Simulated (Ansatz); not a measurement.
# HfN: zone-centre modes under pressure

HfN, Fm-3m, a = 4.549 Å. Ansatz: PBE, PAW, 420 eV, Γ-centred 16×16×16 mesh on 2 atoms, Fermi-Dirac smearing 0.15 eV; no spin polarisation. Cell and atoms are relaxed at each pressure with the symmetry kept; optical modes at Γ by linear response, in cm⁻¹, the highest.

| P (GPa) | V (Å³/atom) | ω1 |
| --- | --- | --- |
| 0 | 11.765 | 477.4 |
| 5 | 11.551 | ? |
| 11 | 11.319 | 514.6 |
| 22 | 10.948 | 547.1 |

Q: Get the mode's Grüneisen parameter γ = −d ln ω/d ln V from the other rows and predict the missing frequency.

A: ln(V/V0) = 0.0000, -0.0184, -0.0386, -0.0720; a line through ln(ω/ω0) of the 3 known rows gives ω1: γ = 1.894 (intercept 0.0006), predicted 494.6, computed 495.0. The miss is 0.1 %, or 2 % of the shift under pressure, so a constant γ serves at that level. In a metal these frequencies hang on the mesh and smearing.

Spin polarisation was left out, and a magnetic state may lie lower. Spin–orbit coupling is left out, which can shift energies with elements as heavy as these.

Cost: 4 runs of about 2.1 core-minutes in all, on Intel Xeon Platinum 8488C (Sapphire Rapids) (shared hosts).